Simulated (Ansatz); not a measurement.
Here is the system:

Se:
```yaml
crystal:
  lattice:
    - [4.50572, 0.00000, 0.00000]
    - [-2.25286, 3.90207, 0.00000]
    - [0.00000, 0.00000, 4.99131]
  atoms:
    - { symbol: Se, position: [0.21709, 0.00000, 0.83333] }
    - { symbol: Se, position: [0.00000, 0.21709, 0.16667] }
    - { symbol: Se, position: [0.78291, 0.78291, 0.50000] }
```

This is the r²SCAN-relaxed structure. Tensor components refer to the Cartesian frame of this cell.

Question: All from the program Ansatz at the r²SCAN level (PAW), unless another level is named. Estimate the bulk modulus (Birch–Murnaghan fit).

Answer: 8.6 GPa.

Question: Predict the piezoelectric stress constants (proper, relaxed ions, C/m²).

Answer: e11 = -0.36, e12 = e26 = 0.36.

Question: Give the elastic constants (relaxed ions, GPa).

Answer: C11 = 12.9, C12 = 5.1, C13 = 13.3, C14 = 4.8, C33 = 80.0, C44 = 13.7.

Space group P3_121 (trigonal Se type). The cell was relaxed with r²SCAN under the symmetry of its start. A crystal of weakly bound chains computed without a dispersion correction: the cell and the soft elastic constants depend strongly on that.

Potentials: the later of the program's two PAW sets.
